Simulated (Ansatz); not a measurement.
According to plane-wave PAW r²SCAN (Ansatz code), TiC₂ in the trigonal phase (P-3m1; Ti on 1a, C on 2d) relaxes to a = 2.607 Å, c = 4.183 Å. Against the elements it lies at 0.43 eV/atom, with no fitted shifts.

Electronic character: metallic (no gap).

The bulk modulus is 235 GPa. Bader charges are Ti +0.96, C -0.48 e.

The start of the workflow was typed in or built on a structure type; neither database checked (COD, Materials Project) lists it. Whether it is the stable phase at ambient conditions was not checked. Symmetry was held in the r²SCAN relaxation; whether a distortion lowers the energy is not shown. The run is not spin-polarised. The volume moved by 15 % from the start of the relaxation. Its formation energy is positive at this level, so the cell may be metastable or incomplete. The references are the lowest solids computed at this level, not always the standard phases.

Potentials: the earlier of the program's two PAW sets.
